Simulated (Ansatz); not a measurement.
Consider the following.

GaBO3:
```
CELL_PARAMETERS angstrom
      2.29244     1.32354     4.72500
     -2.29244     1.32354     4.72500
      0.00000    -2.64708     4.72500
ATOMIC_POSITIONS crystal
  Ga 0.50000 0.50000 0.50000
  Ga 0.00000 0.00000 0.00000
  B  0.25000 0.25000 0.25000
  B  0.75000 0.75000 0.75000
  O  0.94892 0.55108 0.25000
  O  0.05108 0.44892 0.75000
  O  0.25000 0.94892 0.55108
  O  0.75000 0.05108 0.44892
  O  0.55108 0.25000 0.94892
  O  0.44892 0.75000 0.05108
```

This is the PBEsol-relaxed structure. Tensor components refer to the Cartesian frame of this cell.

Q: All from PBEsol in the plane-wave PAW code Ansatz, unless another level is named. Give the hole effective mass, band 1 of 2 at the edge.

A: 3.7 along x, 2.5 along z (mₑ).

Q: What about the band gap?

A: 4.16 eV (direct).

Q: And the electron effective mass with spin–orbit coupling?

A: 0.43, 0.43, 1.8 mₑ (principal values).

Q: Next, the valence-band maximum?

A: at Γ.

Space group R-3c. The workflow started from a Materials Project entry (that database holds measured and hypothetical structures alike); the Crystallography Open Database files this formula in space group No. 167, but the cells were not matched. Its standing as an ambient phase is unchecked. The cell was relaxed with PBEsol under the symmetry of its start; phonons on a q-mesh show no instability. Scalar-relativistic: spin–orbit coupling is off unless named, which matters more the heavier the elements.

Potentials: the later of the program's two PAW sets.
